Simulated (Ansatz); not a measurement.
The cell below belongs to a search over invented structures; it isn't taken from experiment.

Input and command of a plane-wave DFT calculation in Ansatz:

```yaml
crystal:
  lattice:
    - [3.0108725621, -5.283330197, -0.0121416241]
    - [3.0108725621, 5.283330197, -0.0121416241]
    - [-2.1821049492, 0.0, 3.2004979167]
  atoms:
    - { symbol: Be, position: [0.9224692264, 0.6699471621, 0.7600317647] }
    - { symbol: Be, position: [0.6699471621, 0.9224692264, 0.7600317647] }
    - { symbol: Be, position: [0.2155598354, 0.2155598354, 0.8963020664] }
    - { symbol: Te, position: [0.6735278495, 0.3422673348, 0.0001393615] }
    - { symbol: Te, position: [0.3422673348, 0.6735278495, 0.0001393615] }
    - { symbol: O, position: [0.9562649342, 0.9562649342, 0.8644474817] }
basis:
  ecutwfc: 420
kpoints:
  mp_grid: { grid: [6, 6, 8] }
hamiltonian:
  xc: pbe
scf:
  occupations: { method: gaussian, width: 0.02 }
output:
  forces: true
  stress: true
  eigenvalues: true
relax:
  adjacent_minimum: "off"
  f_tol: 0.01
  max_steps: 30
  cell: { stress_tol: 0.1, fix: [volume] }
```

```bash
ansatz run input.yaml --threads 1 --pin off --max-ram 2560MiB --backend cpu --events-out ev --progress --plain --runs-dir out
```

Processor: Intel(R) Xeon(R) Processor @ 2.50GHz (Skylake/Cascade Lake), 1 thread, on a host shared with other jobs.

How long does it run, and how much memory does it take?

About 4.3 min, peak memory 0.53 GiB. It solves 28 bands at 89 k points (after reduction by symmetry) with about 1995 plane waves, in 33 SCF iterations over 6 ionic steps.
